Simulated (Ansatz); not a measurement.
A geometry of Ta away from equilibrium: step 3 of the relaxation of a relaxed Ta cell, doubled along one cell vector, shaken by Gaussian noise of σ = 0.08 Å a coordinate. The numbers are results of PBEsol (plane waves to 420 eV, PAW, scalar-relativistic; Ansatz, a first-principles code), not measurements. Γ-centred k-mesh 8×8×6 on the run's cell (coarser than for final values), Fermi–Dirac smearing 0.05 eV.

```xyz
6
Lattice="4.7853 0.0064 -0.0196 -2.3871 4.1485 0.0156 -0.0219 0.0075 5.3891" Properties=species:S:1:pos:R:3:forces:R:3 pbc="T T T" free_energy=-58843.813 pressure_GPa=-0.3
Ta     0.0016     0.0106    -0.0199    0.0432    0.0728   -0.5204
Ta    -0.0156     0.0263     2.6253    0.2012   -0.0866    0.7120
Ta     0.0433     2.7625     1.0782   -0.2558    0.0145   -0.7462
Ta    -0.0077     2.8155     3.8022   -0.3380   -0.0142   -1.5112
Ta     2.4205     1.3752     1.5496   -0.0521    0.1668    1.4491
Ta     2.3372     1.4391     4.2777    0.4015   -0.1533    0.6168
```

Positions in Å, forces in eV/Å, free energy of the cell in eV (comparable only within this code, potentials and settings). Largest force: 1.55 eV/Å, on Ta4 (atoms numbered as listed); the geometry lies 0.11 eV/atom above the end of its relaxation.

No spin polarisation in the result.

Of the parent cell (P6/mmm (No. 191)): it is a generated cell of Ta: the first start was made by placing the elements on the sites of a structure type, and the end was not matched to a known phase here, so it may be hypothetical. Known forms of Ta include space group No. 229.
